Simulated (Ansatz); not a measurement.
This Ga₂BSb₃ structure is the end of a relaxation. The cell was found from a structure generator's guess, not taken from experiment.

Method: DFT PBE, scalar-relativistic, plane waves, PAW (Ansatz). Cutoff 420 eV, Γ-centred mesh, Gaussian smearing, no spin polarisation.

```
Ga B Sb
1.0
     5.20233    0.00000    0.00000
    -2.60117    4.50535    0.00000
     0.00000    0.00000    5.51041
Ga B Sb
2 1 3
Direct
  0.33333 0.66667 0.00000
  0.66667 0.33333 0.00000
  0.00000 0.00000 0.50000
  0.33333 0.66667 0.50000
  0.66667 0.33333 0.50000
  0.00000 0.00000 0.00000
```

Formation energies are uncorrected and refer to the elements' standard structures at the same level.

Task: What space group does it have?

Result: P6/mmm (No. 191). Conventional cell: a = 5.202 Å, c = 5.510 Å. Ga is surrounded by 2 Sb at 2.76 Å, 3 Sb at 3.00 Å and 3 Ga at 3.00 Å; around B lie 2 Sb at 2.76 Å and 6 Sb at 3.00 Å; Sb on a site of symmetry -6m2 is surrounded by 2 Ga at 2.76 Å, 3 B at 3.00 Å and 3 Sb at 3.00 Å; Sb on a site of symmetry 6/mmm has 2 B at 2.76 Å and 6 Ga at 3.00 Å.

Task: How far does it lie from the elements in energy?

Result: +0.56 eV/atom. It can't be a ground state, since the elements alone are lower.

Task: Is it a metal?

Result: Yes, bands cross the Fermi level on the 12×12×8 mesh.

The last run used a 12×12×8 mesh (in the run's order of axes) for its 6-atom cell and Gaussian smearing of 0.10 eV. These runs have no spin–orbit coupling, which can matter for Sb. Symmetry constrained the relaxation, so the result can be a saddle point.
